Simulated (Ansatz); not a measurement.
A geometry of V away from equilibrium: step 2 of the relaxation of a randomly generated symmetric cell of V (space group No. 139). Method: PBE (plane waves to 420 eV, PAW, scalar-relativistic; Ansatz, a program for electronic structure). Γ-centred k-mesh 13×13×13 on the run's cell (coarser than for final values), Fermi–Dirac smearing 0.05 eV. The plane waves were selected for a different cell earlier on the path.

```yaml
crystal:
  lattice:
    - [-1.60288, 1.60288, 4.19085]
    - [1.60288, -1.60288, 4.19085]
    - [1.60288, 1.60288, -4.19085]
  atoms:
    - { symbol: V, position: [0.16099, 0.16099, 0.00000] }
    - { symbol: V, position: [0.83901, 0.83901, 0.00000] }
    - { symbol: V, position: [0.50000, 0.50000, 0.00000] }
```
Spin-polarised start, with parallel moments on V.

Task: Give the Cartesian forces on all atoms (eV/Å).

Result: 
```tsv
atom	Fx	Fy	Fz
V1	0.00	0.00	0.59
V2	0.00	0.00	-0.59
V3	0.00	0.00	0.00
```

The path ends in Im-3m (No. 229) (bcc (W type)). No spin polarisation in the result: the starting moments vanished.

The run could not lose the symmetry of its start.
